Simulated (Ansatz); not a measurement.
One crystal and one scan (energy against volume) at two levels, PBEsol (plane waves to 420 eV, PAW, scalar-relativistic; Ansatz, a first-principles code) and PBE (plane waves to 420 eV, PAW, scalar-relativistic; Ansatz), each from its own relaxed cell and on its own mesh. The cell shown is that of PBEsol.

Al2O3 (corundum)

```yaml
crystal:
  lattice:
    - [2.38658, 1.37789, 4.33779]
    - [-2.38658, 1.37789, 4.33779]
    - [0.00000, -2.75579, 4.33779]
  atoms:
    - { symbol: Al, position: [0.35203, 0.35203, 0.35203] }
    - { symbol: Al, position: [0.14797, 0.14797, 0.14797] }
    - { symbol: Al, position: [0.64797, 0.64797, 0.64797] }
    - { symbol: Al, position: [0.85203, 0.85203, 0.85203] }
    - { symbol: O, position: [0.55585, 0.94415, 0.25000] }
    - { symbol: O, position: [0.25000, 0.55585, 0.94415] }
    - { symbol: O, position: [0.94415, 0.25000, 0.55585] }
    - { symbol: O, position: [0.44415, 0.05585, 0.75000] }
    - { symbol: O, position: [0.75000, 0.44415, 0.05585] }
    - { symbol: O, position: [0.05585, 0.75000, 0.44415] }
```

This relaxed cell (volume V₀) is scaled evenly in all directions, its shape held. The atoms relax within the cell's symmetry.

The energy includes the smearing's −TS. Al2O3 was relaxed with its symmetry unable to fall. The PAW data are Ansatz's earlier set. With the shape held, the modulus is that of even scaling; a crystal free to change shape is softer. Percentages come from the unrounded values. Both scans cover V/V₀ from 0.940 to 1.060.

Results of PBEsol:

- Lattice constant a (Å): 4.773
- Lattice constant c (Å): 13.01
- Relaxed volume (Å³/atom): 8.56
- Band gap of the relaxed cell, no spin-orbit coupling (eV): 6.04
- Pressure at the smallest volume (GPa): 17.0
- Energy cost of the largest compression (meV/atom): 25.8
- Energy cost of the largest expansion (meV/atom): 21.1
- Bulk modulus at fixed cell shape B₀ (third-order Birch-Murnaghan fit) (GPa): 242.2
- Pressure for 5 % compression (fit) (GPa): 13.8

Question: Estimate the PBE values.

Answer: 
```tsv
quantity	PBE	PBEsol − PBE
Lattice constant a (Å)	4.808	-0.035 (-0.7 %)
Lattice constant c (Å)	13.12	-0.11 (-0.8 %)
Relaxed volume (Å³/atom)	8.76	-0.20 (-2.3 %)
Band gap of the relaxed cell, no spin-orbit coupling (eV)	5.86	+0.18 (+3.1 %)
Pressure at the smallest volume (GPa)	16.1	+0.9 (+5 %)
Energy cost of the largest compression (meV/atom)	25.2	+0.6 (+3 %)
Energy cost of the largest expansion (meV/atom)	20.5	+0.6 (+3 %)
Bulk modulus at fixed cell shape B₀ (third-order Birch-Murnaghan fit) (GPa)	230.4	+11.8 (+5.1 %)
Pressure for 5 % compression (fit) (GPa)	13.1	+0.7 (+5 %)
```

PBEsol gives the higher value for: band gap of the relaxed cell, no spin-orbit coupling; pressure at the smallest volume; energy cost of the largest compression; energy cost of the largest expansion; bulk modulus at fixed cell shape B₀; pressure for 5 % compression. PBEsol gives the lower value for: lattice constant a; lattice constant c; relaxed volume.

(Under strain, the slope of the energy per volume gives the stress and its curvature an elastic modulus.)
